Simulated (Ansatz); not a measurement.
**K4Br3, before and after**

The guess for K4Br3 was made by a generator: random cell by space group and Wyckoff sites (Cmmm, No. 65). Its size is a rough estimate.

start:

Space group Cmmm (No. 65). a = 8.505 Å, b = 9.480 Å, c = 7.522 Å, α = 90.00°, β = 90.00°, γ = 90.00°
```csv
atom,site,symmetry,x,y,z
K,8o,.m.,0.6746,0.0000,0.7584
Br,4f,..2/m,0.2500,0.2500,0.5000
Br,2b,mmm,0.5000,0.0000,0.0000
```

The calculation used DFT PBE, scalar-relativistic, plane waves, PAW in Ansatz. Cutoff 420 eV, Gaussian smearing, Γ-centred meshes. Cell and atoms relax first on a coarse mesh and then on a finer one. In between, the cell is made exact in the group found at 0.06 Å. In metals the finer mesh still leaves noise of several meV/atom or more. The steps can't lower the symmetry of their start. No spin polarisation.

end:

Space group Cmmm (No. 65). a = 9.392 Å, b = 9.672 Å, c = 8.844 Å, α = 90.00°, β = 90.00°, γ = 90.00°
```csv
atom,site,symmetry,x,y,z
K,8n,m..,0.5000,0.2424,0.7481
Br,4f,..2/m,0.2500,0.7500,0.5000
Br,2b,mmm,0.5000,0.0000,0.0000
```

The symmetry stays Cmmm (No. 65). The volume per atom grows by 32.5 %, from 43.3 to 57.4 Å³. The shortest distance goes from 2.35 Å (K–Br) to 3.21 Å (K–Br). The energy falls by about 1.0 eV/atom (the start's value is from the coarse mesh). The end is written in a standard setting, so origin, axes and order of atoms can differ from the start's.

For K4Br3, the volume per atom is 57.39 Å³, the density is 1.64 g/cm³ and the formation energy is −1.32 eV/atom. The gap on the 6×6×4 mesh of the 7-atom cell is 0 eV (a metal).

Formation energies are uncorrected and refer to the elements' standard structures at the same level. The references include crystalline Br. It lies below the elements, which doesn't yet make it stable against other compounds or structures.

The last run used Gaussian smearing of 0.10 eV. An odd number of electrons in the primitive cell allows no gap without spin; a larger cell or a magnetic state could open one. The reference form of Br is held partly by dispersion forces, which this level lacks. A structure relaxed within its symmetry needn't be a true minimum. In all, the 3 runs took 2.4 min on 1 thread of Intel(R) Xeon(R) Platinum 8488C (Sapphire Rapids), with other jobs on the host.
